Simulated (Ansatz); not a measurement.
A plane-wave DFT run in Ansatz 0.2.0 (scalar-relativistic PAW potentials unless the input names others): input and command.

```yaml
crystal:
  lattice:
    - [2.1580243715, 1.2459359518, 3.6816800751]
    - [-2.1580243715, 1.2459359518, 3.6816800751]
    - [0.0, -2.4918719036, 3.6816800751]
  atoms:
    - { symbol: Sb, position: [0.2365647118, 0.2365647118, 0.2365647118] }
    - { symbol: Sb, position: [0.7634352882, 0.7634352882, 0.7634352882] }
basis:
  ecutwfc: 420
kpoints:
  mp_grid: { grid: [12, 12, 12] }
hamiltonian:
  xc: pbesol
scf:
  occupations: { method: fermi_dirac, width: 0.15 }
  initial_density: { chi_scale: 0.1 }
  convergence: { dr2_threshold: 0.0001 }
output:
  forces: true
  eigenvalues: true
  stress: true
accuracy: medium
```

```bash
ansatz run input.yaml --threads 1 --pin off --max-ram 4096MiB --backend cpu --events-out ev --progress --plain --runs-dir out
```

Abridged log:
```
Warning: scf.convergence.dr2_threshold = 1e-4 eV is looser than this run's default, which is 1e-7 eV or tighter. The error in the forces grows as the threshold's square root, so leave the key out unless less accurate forces are enough
Warning: output.stress: scf.convergence.dr2_threshold = 1e-4 eV is looser than the 2e-10 eV advised for a printed stress (1e-10 eV for each atom of the cell: 2). ...
Pseudopotentials: kind: paw
Pseudopotential: Sb, paw, valence charge 15, recommended cutoff 420 eV (normal)
Functional definition: PBEsol
Crystal: 2 atoms, lattice volume = 59.395 Å³
Basis set: ecut = 420 eV, 1183 PW (Γ), exchange–correlation on 60×60×60 points (8 copies of the dense FFT grid, shifted against one another)
Bands: 19, of which v1, the nominal top of the filled ones, is band 15 counted from 1 (14 counted from 0)
Symmetry: 12 space group operations
Space group: R-3m (ITA 166), of the structure as read, at distance tolerance 3.9e-5 Å
k-points: 189 of 1728
Initial density: superposition of atomic densities (chi_scale 0.1, normalization cell)
Initial wavefunctions: pseudopotential atomic-orbital guess
Functional: x = pbesol(κ = 0.804, μ = 0.12345679), c = pbesol(β = 0.046)
SCF iter   1: F=—  HF=-12816.199370 eV  |F-HF|=—  |Δ(HF+E_count)|=         —  Δρ=1.45e-2  dr2=9.40e-2  ethr=3.10e-3  ⟨swp⟩=5.8  Hψ=17687  notcnv=0
SCF iter   2: F=—  HF=-12816.188980 eV  |F-HF|=—  |Δ(HF+E_count)|=   1.04e-2  Δρ=9.35e-3  dr2=4.07e-2  ethr=3.13e-4  ⟨swp⟩=1.0  Hψ=5104  notcnv=0
SCF iter   3: F=—  HF=-12816.184832 eV  |F-HF|=—  |Δ(HF+E_count)|=   4.15e-3  Δρ=1.21e-3  dr2=1.12e-3  ethr=1.36e-4  ⟨swp⟩=2.0  Hψ=6156  notcnv=0
SCF iter   4: F=—  HF=-12816.184874 eV  |F-HF|=—  |Δ(HF+E_count)|=   4.15e-5  Δρ=5.42e-4  dr2=1.65e-4  ethr=3.73e-6  ⟨swp⟩=2.0  Hψ=6431  notcnv=0
SCF iter   5: F=-12816.184851 eV  HF=-12816.184849 eV  |F-HF|=2.83e-6  |Δ(HF+E_count)|=   2.54e-5  Δρ=2.28e-4  dr2=5.30e-5  ethr=3.33e-7  ⟨swp⟩=5.0  Hψ=20218  notcnv=0
SCF 1 converged in 5 iterations: F = -12816.184851 eV  dr2 = 5.30e-5
SCF converged after 5 iterations
Free energy (F): -12816.184851 eV
Harris-Foulkes:  -12816.184849 eV  (|F-HF|=2.83e-6)
Internal energy: -12816.146130 eV  (E = F + TS)
E sigma→0 (E₀):  -12816.165491 eV
Entropy (-TS):   -0.038721 eV (-19.361 meV/atom)
Fermi energy:    10.043277 eV
--- Forces (eV/Å), atoms counted from 1 ---
  atom   1  Sb     0.00000000     0.00000000    -0.00102458
  atom   2  Sb     0.00000000     0.00000000     0.00102458
--- Stress (GPa, compression-positive) ---
       -0.003468       0.000000       0.000000
        0.000000      -0.003468       0.000000
        0.000000       0.000000      -0.002028
  P = ⅓ Tr σ = -0.0030 GPa (-0.030 kbar)
```

Apart from outputs, empty bands and the relaxation, which only the reference makes, the input differs from a reference run on usual settings in accuracy: not typed → "medium"; scf.initial_density.chi_scale: not typed → 0.1; scf.convergence.dr2_threshold: not typed → 0.0001. The reference, at the same geometry, ended its own course with pressure 0.00 GPa, largest force 0.001 eV/Å, no gap on the mesh. This run converged in 5 SCF iterations with an energy at zero smearing within 0.01 meV/atom of the reference's, pressure 0.00 GPa, largest force 0.001 eV/Å, no gap on the mesh. Its SCF threshold is looser than usual, yet energy, pressure and forces hardly moved.

It took 8.4 s on 1 thread of Arm Neoverse V2 (shared host), peak memory 0.41 GiB.